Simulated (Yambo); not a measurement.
G0W0@LDA for NaAuO$_{2}$ (space group C2/m, No. 12) in Yambo. Reference settings: 4×4×2 Γ-centred k mesh, bands 6 to 107 and a 8 Ry block in the screening, 107 bands in G with the Bruneval-Gonze terminator, plasmon pole fitted at 27.2 eV. The LDA gap (0.25, -0.25, 0) → (0, 0.25, -0.5) on this mesh is 1.48 eV; G0W0 gaps are taken between the same points.

Gap ((0.25, -0.25, 0) → (0, 0.25, -0.5)) in eV against the number of bands and the screening block, terminator on:

| bands (W and G) | 2 Ry | 3 Ry | 5 Ry | 6 Ry | 8 Ry |
|---|---|---|---|---|---|
| 33 | 3.809 | 3.597 | 3.491 | 3.494 | 3.499 |
| 46 | 3.761 | 3.552 | 3.444 | 3.448 | 3.458 |
| 63 | 3.720 | 3.511 | 3.390 | 3.392 | 3.408 |
| 85 | 3.710 | 3.500 | 3.370 | 3.371 | 3.393 |
| 107 | 3.705 | 3.496 | 3.359 | 3.359 | 3.386 |

Rough cost of the Yambo step against the reference (shared machines):

| bands (W and G) | 2 Ry | 3 Ry | 5 Ry | 6 Ry | 8 Ry |
|---|---|---|---|---|---|
| 33 | 1/5 | 1/5 | 1/5 | 1/5 | 1/4 |
| 46 | 1/3 | 1/3 | 1/3 | 1/3 | 1/3 |
| 63 | 1/2 | 1/2 | ~1 | ~1 | ~1 |
| 85 | ~1 | ~1 | ~1 | ~1 | ~1 |
| 107 | ~1 | ~1 | ~1 | ~1 | 1 |

At the largest block the last step in bands moves the gap by -0.007 eV; at the most bands the last step in the block moves it by 0.027 eV.

The mesh misses a band edge: along a dense path the LDA gap is 1.29 eV against 1.48 eV on the mesh.

Spin-orbit coupling is left out, which matters for elements this heavy: edges can move by tenths of an eV.

Geometry relaxed with LDA; primitive cell a = b = 3.532 Å, c = 6.013 Å, α = β = 115.65°, γ = 50.01°.

The structure is a Materials Project entry; no match was found in the copy of COD used, and its stability was not checked.
